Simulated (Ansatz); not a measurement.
SrO:
```yaml
crystal:
  lattice:
    - [0.00000, 2.59745, 2.59745]
    - [2.59745, 0.00000, 2.59745]
    - [2.59745, 2.59745, 0.00000]
  atoms:
    - { symbol: Sr, position: [0.50000, 0.50000, 0.50000] }
    - { symbol: O, position: [0.00000, 0.00000, 0.00000] }
```

Relaxed with PBE. Special points in fractions of this cell's reciprocal vectors: Γ (0.000, 0.000, 0.000); X (0.500, 0.000, 0.500); U (0.625, 0.250, 0.625); K (0.375, 0.375, 0.750); L (0.500, 0.500, 0.500); W (0.500, 0.250, 0.750).

Task: List the band energies nearest the valence-band maximum at these points for PBE in the plane-wave PAW code Ansatz.

Result: In eV from the valence-band maximum; about four levels below and three above (degenerate sets whole), none deeper than 8.9 eV; points with the same levels are listed once.

```
k              below                above
-  -----------------  -------------------
Γ     0.00 0.00 0.00  3.79 6.19 6.19 6.19
X  -0.46 -0.10 -0.10      3.33 7.61 10.03
U  -0.92 -0.54 -0.49       4.77 7.76 8.53
L  -2.09 -1.05 -1.05  6.45 8.18 8.72 8.72
W  -1.06 -0.44 -0.44       5.96 5.96 8.44
```

Space group Fm-3m (rock salt). The PBE relaxation kept the symmetry of its start. Spin–orbit coupling is left out wherever it is not named.

Potentials: the later of the program's two PAW sets.
